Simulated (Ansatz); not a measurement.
V2O5:
```
V2O5
1.0
    6.16956     0.00000     0.00000
    0.00000     3.52000     0.00000
   -0.00150     0.00000     6.96644
V O
4 10
Direct
  0.74080   0.25000   0.71858
  0.25920   0.75000   0.28142
  0.19388   0.25000   0.90212
  0.80612   0.75000   0.09788
  0.74113   0.75000   0.80406
  0.25887   0.25000   0.19594
  0.03853   0.25000   0.69844
  0.96147   0.75000   0.30156
  0.44299   0.25000   0.82609
  0.55701   0.75000   0.17391
  0.14333   0.75000   0.96798
  0.85667   0.25000   0.03202
  0.67584   0.25000   0.50244
  0.32416   0.75000   0.49756
```

Relaxed with LDA. Special points in fractions of this cell's reciprocal vectors: Γ (0.000, 0.000, 0.000); Z (0.000, 0.500, 0.000); D (0.000, 0.500, 0.500); B (0.000, 0.000, 0.500); A (-0.500, 0.000, 0.500); E (-0.500, 0.500, 0.500); C2 (-0.500, 0.500, 0.000); Y2 (-0.500, 0.000, 0.000).

Question: List the band energies nearest the valence-band maximum at these points for LDA (plane waves, PAW; program Ansatz).

Answer: In eV from the valence-band maximum; about four levels below and three above (degenerate sets whole), none deeper than 8.9 eV; points with the same levels are listed once.

| k | below | above |
|---|---|---|
| Γ | -0.83 -0.61 -0.36 -0.35 | 1.44 1.54 3.23 |
| Z | -0.42 -0.42 -0.21 -0.21 | 2.70 2.70 2.93 2.93 |
| D | -0.34 -0.34 -0.13 -0.13 | 2.69 2.69 2.98 2.98 |
| B | -0.84 -0.50 -0.49 -0.37 | 1.43 1.58 3.22 |
| A | -0.72 -0.63 -0.41 -0.31 | 1.88 1.97 2.79 |
| E | -0.94 -0.94 -0.01 -0.01 | 2.62 2.62 2.99 2.99 |
| C2 | -0.77 -0.77 -0.15 -0.15 | 2.56 2.56 2.92 2.92 |
| Y2 | -0.83 -0.77 -0.53 -0.42 | 1.90 1.91 2.80 |

Space group P2_1/m. The workflow started from a Materials Project entry (that database holds measured and hypothetical structures alike); the Crystallography Open Database copy checked does not list it. COD files the formula under space group No. 31, 59. Its standing as an ambient phase is unchecked. Symmetry was held in the LDA relaxation; phonons show weakly imaginary modes. No spin polarisation was allowed. No Hubbard U is applied. A crystal of weakly bound layers computed without a dispersion correction: the cell and the soft elastic constants depend strongly on that.

Potentials: the earlier of the program's two PAW sets. The files were generated under PBE; for other functionals the program regenerates the frozen cores, and for LDA and PBEsol the local potential too.
